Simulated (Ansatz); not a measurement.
This cell of ZnSe (zinc blende) is off equilibrium:

```
CELL_PARAMETERS angstrom
      0.00000     5.73301     5.73301
      2.86650     0.00000     2.86650
      2.86650     2.86650     0.00000
ATOMIC_POSITIONS crystal
  Se 0.37500 0.75000 0.75000
  Se 0.82660 0.84681 0.71773
  Zn 0.00000 0.00000 0.00000
  Zn 0.50000 0.00000 0.00000
```

Computed with PBE (plane waves to 420 eV, PAW, scalar-relativistic; Ansatz, a program for electronic structure). k mesh 4×8×8 (Γ-centred), Fermi-Dirac smearing 0.05 eV. The energy includes the smearing's −TS. Stress and pressure are positive under compression. ZnSe was relaxed with its symmetry unable to fall.

**Question.** Predict the force on every atom, in eV/Å.

**Answer.** 
| atom | Fx | Fy | Fz |
|---|---|---|---|
| Se1 | 0.498 | -0.626 | -0.371 |
| Se2 | -1.821 | 2.566 | 1.769 |
| Zn3 | -0.014 | -0.765 | 0.154 |
| Zn4 | 1.337 | -1.175 | -1.551 |

**Question.** Give the stress tensor in GPa and the pressure.

**Answer.** 
```
   2.72    -2.05    -3.55
  -2.05     1.19     2.15
  -3.55     2.15     3.30
```
The pressure, a third of the trace, is 2.40 GPa.

**Question.** In it atom 2 sits (0.185, -0.370, 0.000) Å away from its relaxed site. What is its energy relative to the relaxed cell?

**Answer.** 614 meV/cell.

(A displaced cell: forces are minus the slopes of the energy, force constants its curvatures, and phonons follow from these.)
